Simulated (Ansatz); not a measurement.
In plane-wave PAW PBE (Ansatz code), SiGe in the monoclinic phase (Cm; Pearson symbol mS32) relaxes to a = 13.720 Å, b = 7.923 Å, c = 7.923 Å, β = 125.2°. Si on 2a has 4 nearest neighbours from 2.40 Å (tetrahedral); Ge on 4b has 4 nearest neighbours from 2.41 Å (tetrahedral); Ge on 2a has 4 nearest neighbours from 2.40 Å (tetrahedral); Ge on 4b has 4 nearest neighbours from 2.41 Å (tetrahedral). Against the elements it lies at 0.020 eV/atom, with no fitted shifts.

It is gapped at this level: 0.39 eV (direct). The valence maximum lies at Γ and the conduction minimum at Γ. Electrons at the band edge weigh 0.11, 0.15, 0.27 mₑ (principal values). The hole mass is 0.059, 0.35, 0.40 mₑ (principal values).

The start of the workflow was typed in or built on a structure type; neither database checked (COD, Materials Project) lists it. Whether it is the stable phase at ambient conditions was not checked. The PBE relaxation kept the symmetry of its start; its stability against distortions is not shown here. The references are the lowest solids computed at this level, not always the standard phases. Spin–orbit coupling is left out wherever it is not named.

Potentials: the earlier of the program's two PAW sets.
